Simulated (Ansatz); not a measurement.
Values for one crystal, relaxed and computed with r²SCAN (plane waves, PAW; program Ansatz); other levels are named.

| Item | Result |
|---|---|
| Volume per atom | 20.27 Å³ |
| Electronic character | no gap, with almost no states at the Fermi level (zero-gap or semimetallic) |
| Formation energy from the elements (no fitted shifts) | -0.75 eV/atom |
| Bulk modulus (Birch–Murnaghan fit) | 52.3 GPa |
| Density of states at the Fermi level | 0.00 states/eV per atom (mean over ±0.08 eV) |
| Highest zone-centre frequency | 461 cm⁻¹ |
| Pressure derivative B′ | 5.2 |

**Question.** Which of these materials gives this?
A) TiP, P6_3/mmc (Ti on 4f, P on 2a, P on 2d)
B) CaP3, P-1 (Ca on 2i, P on 2i, P on 2i, P on 2i)
C) CaSi2Rh2, I4/mmm (Ca on 2a, Si on 4e, Rh on 4d)
D) Ti7S12, P-1 (Pearson symbol aP38)

**Answer.** B, CaP3, P-1 (Ca on 2i, P on 2i, P on 2i, P on 2i)

The workflow started from a Materials Project entry (that database holds measured and hypothetical structures alike); the Crystallography Open Database copy checked does not list it. Whether it is the stable phase at ambient conditions was not checked. Symmetry was held in the r²SCAN relaxation; whether a distortion lowers the energy is not shown. As this level gives no gap, phonon frequencies hold no LO–TO term and depend on the k-mesh and smearing (Fermi–Dirac, 0.1 eV here). The references are the lowest solids computed at this level, not always the standard phases.

Potentials: the later of the program's two PAW sets.
